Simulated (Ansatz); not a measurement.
Relaxed Se (trigonal-Se type, space group P3_121):

```yaml
crystal:
  lattice:
    - [4.52940, 0.00000, 0.00000]
    - [-2.26470, 3.92257, 0.00000]
    - [0.00000, 0.00000, 5.04244]
  atoms:
    - { symbol: Se, position: [0.21841, 0.00000, 0.83333] }
    - { symbol: Se, position: [0.00000, 0.21841, 0.16667] }
    - { symbol: Se, position: [0.78159, 0.78159, 0.50000] }
```

In this cell atom 2 (Se, nearest neighbour Se at 2.400 Å; its periodic images, 4.5 Å or more away, move with it) is moved by s along Cartesian x, unit vector (1.000, 0.000, 0.000); all other atoms and the cell stay fixed.

Computed with PBE (plane waves to 420 eV, PAW, scalar-relativistic; Ansatz, an electronic-structure program). k mesh 7×7×5 (Γ-centred), Fermi-Dirac smearing 0.05 eV. The energy includes the smearing's −TS. As the smearing reaches across the gap at some points, energies and forces of such displacements shift with the k mesh and the smearing. Se was relaxed with its symmetry unable to fall. The PAW data are Ansatz's earlier set. The zero of ΔE is the undisplaced structure. The last digit holds for this mesh only.

```
s (Å)   ΔE (meV/cell)
------  -------------
-0.480       withheld
-0.384          261.7
-0.288          152.6
-0.192           69.9
-0.096           18.0
0.000             0.0
0.096            18.8
0.192            76.5
0.288           174.7
0.384           314.2
0.480           494.6
```

Fit a polynomial form (powers 2, 3, 4) to the given rows and predict ΔE at s = -0.480.

Least squares on the 10 given rows: ΔE = (2001)·s² + (462.6)·s³ + (-328.5)·s⁴, in meV/cell with s in Å; root-mean-square residual 0.08 meV/cell. At -0.480 the fit gives 392.4 meV/cell; the calculation gives 390.3 meV/cell, so the extrapolation is off by 2.1 (+0.5 %). The quadratic term alone would give 461.0 meV/cell.

(For displaced atoms, the force is minus the slope of the energy, and its curvature is a force constant, which sets phonon frequencies.)
